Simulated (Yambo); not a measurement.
G0W0@PBE for CdSe (zinc blende, space group F-43m, No. 216) in Yambo. Reference settings: 4×4×4 Γ-centred k mesh, bands 14 to 259 and a 15 Ry block in the screening, 259 bands in G with the Bruneval-Gonze terminator, plasmon pole fitted at 27.2 eV. The PBE gap Γ → Γ on this mesh is 0.61 eV; G0W0 gaps are taken between the same points.

The settings were changed. The gap went from 1.33 eV to 1.27 eV, and the shift of the valence edge from -0.69 eV to -0.54 eV.

Q: Which change was made?
(A) 93 bands in G
(B) 140 bands in W, 140 bands in G, 6 Ry block
(C) no terminator
(D) 93 bands in G, no terminator

A: B, 140 bands in W, 140 bands in G, 6 Ry block. The others gave (gap, valence shift): no terminator: 1.32, -0.65 eV; 93 bands in G, no terminator: 1.24, -0.42 eV; 93 bands in G: 1.33, -0.69 eV.

Spin-orbit coupling is not included.

Geometry relaxed with PBEsol; primitive cell a = 4.301 Å, b = 4.301 Å, c = 4.301 Å, α = 60.00°, β = 60.00°, γ = 60.00°.

A shift is the quasiparticle energy of the state minus its PBE energy.

The potentials are those of PseudoDojo's stringent table.
